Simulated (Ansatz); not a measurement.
**Y: computed property card**

Y:
```
Y
1.0
    0.00000     3.45657     3.45657
    3.45657     0.00000     3.45657
    3.45657     3.45657     0.00000
Y
2
Direct
  0.00000   0.00000   0.00000
  0.25000   0.25000   0.25000
```

Space group Fd-3m (No. 227), diamond; conventional cell a = b = c = 6.913 Å, α = β = γ = 90.00°.

Method: plane-wave PAW r²SCAN (Ansatz code). Geometry: relaxed at this level of theory. Other levels are named where they apply.

Cell and energy:

```yaml
volume_per_atom: 41.30 Å³
density: 3.57 g/cm³
```

Electronic structure:

```yaml
electronic_character: metallic (no gap)
Density of states at the Fermi level: 1.9 states/eV per atom (mean over ±0.08 eV)
Gap with spin–orbit coupling: none (metallic)
```

Mechanics:

```yaml
Elastic constants (relaxed ions, GPa): C11 = -27.4, C12 = 30.3, C44 = -176
mechanical_stability: unstable (C has a negative eigenvalue)
```

The start of the workflow was typed in or built on a structure type; neither database checked (COD, Materials Project) lists it. It is not the phase usual at ambient conditions (space group No. 194). The cell was relaxed with r²SCAN under the symmetry of its start. The run is not spin-polarised. The volume moved by -21 % from the start of the relaxation. As this level gives no gap, shear constants depend on the k-mesh and smearing (Fermi–Dirac, 0.1 eV here). Scalar-relativistic: spin–orbit coupling is off unless named, which matters more the heavier the elements.

Potentials: the later of the program's two PAW sets.
